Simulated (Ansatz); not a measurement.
Structures of W3C2: which is lowest?

Plane-wave DFT in Ansatz with scalar-relativistic PAW potentials, cutoff 420 eV, Γ-centred meshes chosen by cell and gap, Gaussian smearing with energies taken to zero width. Every cell was relaxed (cell and atoms) in a run of its own, within the symmetry of its start. Functional: PBE.

Relaxed structures (starts from databases or built by putting these elements on another compound's sites):
A. R-3c, 10 atoms in the computed cell, a = 5.171 Å, c = 15.345 Å; sites (symmetry × multiplicity) W .2 × 18, C 3. × 12; start: built
B. P-3m1, 5 atoms in the computed cell, a = 3.030 Å, c = 7.391 Å; sites (symmetry × multiplicity) W -3m. × 1 + 3m. × 2, C 3m. × 2; start: built
C. R-3m, 5 atoms in the computed cell, a = 3.057 Å, c = 21.856 Å; sites (symmetry × multiplicity) W -3m × 3 + 3m × 6, C 3m × 6; start: built

Rank them by energy. Could pressure change the order?

| structure | group | E − E(lowest) (meV/atom) | V (Å³/atom) | gap on mesh (eV) |
| --- | --- | --- | --- | --- |
| A | R-3c | 0.0 | 11.85 | 0.00 |
| B | P-3m1 | 65 | 11.75 | 0.00 |
| C | R-3m | 90 | 11.80 | 0.00 |

A is lowest, 65 meV/atom under B. The two lowest differ in volume by under 3 %, too little for a first-order estimate of what pressure does to that pair (other pairs aren't weighed here); with rigid cells even 3 % in favour of the higher one would need about 29 GPa. Other structures may lie lower than all of these, and vibrations aren't counted.

Spin-orbit coupling is left out, which matters for the bands of heavy elements.